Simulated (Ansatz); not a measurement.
## Nb3MoS8: relaxed-ion elastic tensor

All numbers below come from DFT PBE, scalar-relativistic, plane waves, PAW (Ansatz). Cutoff 420 eV, 12×12×2 k-points (Γ-centred), Fermi-Dirac smearing of 0.15 eV. No spin polarisation.

The cell, relaxed at this level:
```
Nb Mo S
1.0
     3.31071    0.00000    0.00000
    -1.65536    2.86716    0.00000
     0.00000    0.00000   27.52716
Nb Mo S
3 1 8
Direct
  0.66667 0.33333 0.00000
  0.33333 0.66667 0.25069
  0.33333 0.66667 0.74931
  0.66667 0.33333 0.50000
  0.66667 0.33333 0.19354
  0.66667 0.33333 0.69206
  0.33333 0.66667 0.05720
  0.33333 0.66667 0.55530
  0.66667 0.33333 0.30794
  0.66667 0.33333 0.80646
  0.33333 0.66667 0.94280
  0.33333 0.66667 0.44470
```

The cell was found from a structure generator's guess, not taken from experiment. In a metal, frequencies and elastic constants depend on the k mesh and the smearing, soft modes and shear constants most. No dispersion correction is applied, so modes and constants that involve weak contacts between layers, chains or molecules come out too soft.

Q: Give the relaxed-ion elastic constants (GPa, Voigt order xx yy zz yz xz xy, on the Cartesian axes of the cell above).

A:
C11 = 156.4, C12 = 52.0, C13 = 0.4, C22 = 156.4, C23 = 0.4, C33 = 3.9, C44 = 0.7, C55 = 0.7, C66 = 52.2 GPa; the others vanish.

Q: Is the crystal stable against homogeneous strain?

A: Too close to call: the least eigenvalue is 0.7 GPa, within what the k mesh leaves open in a metal.
